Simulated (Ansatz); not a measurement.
ZnCu (CsCl type, space group No. 221) at seven volumes, PBEsol (plane waves, PAW; program Ansatz), scaled uniformly. One row is withheld.

```json
[
 {"V (Å³/atom)": "11.189", "P (GPa)": "16.37"},
 {"V (Å³/atom)": "11.558", "P (GPa)": "9.91"},
 {"V (Å³/atom)": "11.927", "P (GPa)": "4.52"},
 {"V (Å³/atom)": "12.296", "P (GPa)": "0.00"},
 {"V (Å³/atom)": "12.665", "P (GPa)": "-3.78"},
 {"V (Å³/atom)": "13.034", "P (GPa)": "?"},
 {"V (Å³/atom)": "13.402", "P (GPa)": "-9.57"}
]
```

Fit the shown pressures and predict the withheld one.

P = (3/2)B₀(x^(7/2) − x^(5/2))[1 + (3/4)(B′ − 4)(x − 1)] with x = (V₀/V)^(2/3). Least squares on the six rows gives V₀ = 12.296 Å³/atom, B₀ = 137 GPa, B′ = 4.94. At V = 13.034, x = 0.9619 and P = -6.92 GPa. The run itself gave -6.94 GPa.

Space group Pm-3m (CsCl type). The cell was relaxed with PBEsol under the symmetry of its start; of distortions, only those at the zone centre were tested. The run is not spin-polarised.

Potentials: the later of the program's two PAW sets.
